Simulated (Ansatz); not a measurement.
Zr (hcp, Mg type)

```yaml
crystal:
  lattice:
    - [3.18473, 0.00000, 0.00000]
    - [-1.59237, 2.75806, 0.00000]
    - [0.00000, 0.00000, 5.11724]
  atoms:
    - { symbol: Zr, position: [0.33333, 0.66667, 0.75000] }
    - { symbol: Zr, position: [0.66667, 0.33333, 0.25000] }
```

The slice is a (0001) plane (indices of the conventional cell) through the point (0.333, 0.667, 0.750) (fractional), spanned by u = [110] and v = [1 -1 0] in vectors of this cell: u (3.18 Å) and v (5.52 Å, at 90° to u). It covers one period; positions are fractions (u, v).

The numbers are results of PBEsol (plane waves to 420 eV, PAW, scalar-relativistic; Ansatz, a quantum-chemistry and plane-wave program), not measurements. k mesh 17×17×9. Near the nuclei the fields are pseudised (PAW); where an atom keeps semicore shells as valence, they peak there. The PAW data are Ansatz's earlier set. Zr is run without spin polarisation. Zr was relaxed with its symmetry unable to fall.

Three fields on this plane, each scaled to ten steps between its own extremes (0 low, 9 high; the total valence density on a logarithmic scale, the potential cut 8 eV below its top; x marks points blanked near nuclei; v = 0 in the bottom row):

Map A
```
|xxxxx11311xxxx|
|xxxx3136313xxx|
|xxxx1268621xxx|
|xx31148984113x|
|00002578752000|
|00012333332100|
|21100011100011|
|320003xxx30002|
|2100xxxxxxx001|
|1003xxxxxxx300|
|100xxxxxxxxx00|
|101xxxxxxxxx10|
|311xxxxxxxxx11|
|6313xxxxxxx313|
|8621xxxxxxx126|
|984113xxx31148|
|87520000000257|
|33321000001233|
|11000112110001|
|xx30002320003x|
|xxxx0012100xxx|
|xxxx3001003xxx|
|xxxxx00100xxxx|
|xxxxx10101xxxx|
```

Map B
```
|xxxxx05750xxxx|
|xxxx0268620xxx|
|xxxx0589850xxx|
|xx00479997400x|
|00146889886410|
|55566666666655|
|77754200024577|
|886300xxx00368|
|8740xxxxxxx047|
|7610xxxxxxx016|
|650xxxxxxxxx05|
|640xxxxxxxxx04|
|750xxxxxxxxx05|
|8620xxxxxxx026|
|9850xxxxxxx058|
|997400xxx00479|
|98864100014688|
|66666555556666|
|00245777775420|
|xx00368886300x|
|xxxx0478740xxx|
|xxxx0167610xxx|
|xxxxx05650xxxx|
|xxxxx04640xxxx|
```

Map C
```
|xxxxx63236xxxx|
|xxxx9532359xxx|
|xxxx6432346xxx|
|xx96432223469x|
|55322222222235|
|11112233322111|
|00012466642100|
|001259xxx95210|
|0025xxxxxxx520|
|0139xxxxxxx931|
|125xxxxxxxxx52|
|126xxxxxxxxx62|
|236xxxxxxxxx63|
|2359xxxxxxx953|
|2346xxxxxxx643|
|223469xxx96432|
|22222355532222|
|33221111111223|
|66421000001246|
|xx95210001259x|
|xxxx5200025xxx|
|xxxx9310139xxx|
|xxxxx52125xxxx|
|xxxxx62126xxxx|
```

Problem. Assign the maps to these fields: electron localisation function (ELF); valence electron density; electrostatic potential energy of an electron, from the cell's mean.

Solution. A is the electron localisation function (ELF); B is the electrostatic potential energy of an electron, from the cell's mean; C is the valence electron density.
